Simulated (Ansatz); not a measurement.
Here is the system:

TiNi:
```yaml
crystal:
  lattice:
    - [1.44054, -4.64604, 0.00000]
    - [1.44054, 4.64604, 0.00000]
    - [0.00000, 0.00000, 3.96960]
  atoms:
    - { symbol: Ti, position: [0.85692, 0.14308, 0.75000] }
    - { symbol: Ti, position: [0.14308, 0.85692, 0.25000] }
    - { symbol: Ni, position: [0.58491, 0.41509, 0.75000] }
    - { symbol: Ni, position: [0.41509, 0.58491, 0.25000] }
```

This is the PBEsol-relaxed structure.

### Question
All from DFT-PBEsol in the program Ansatz with PAW potentials, unless another level is named. Estimate the formation energy from the elements (no fitted shifts).

### Answer
-0.41 eV/atom.

### Question
Give the density of states at the Fermi level.

### Answer
0.43 states/eV per atom (mean over ±0.08 eV).

Space group Cmcm. The start of the workflow was typed in or built on a structure type; neither database checked (COD, Materials Project) lists it. COD files the formula under space group No. 11, 147. Whether it is the stable phase at ambient conditions was not checked. The cell was relaxed with PBEsol under the symmetry of its start; whether a distortion lowers the energy is not shown. The workflow began spin-polarised and lost its moments. The references are the lowest solids computed at this level, not always the standard phases.

Potentials: the later of the program's two PAW sets.
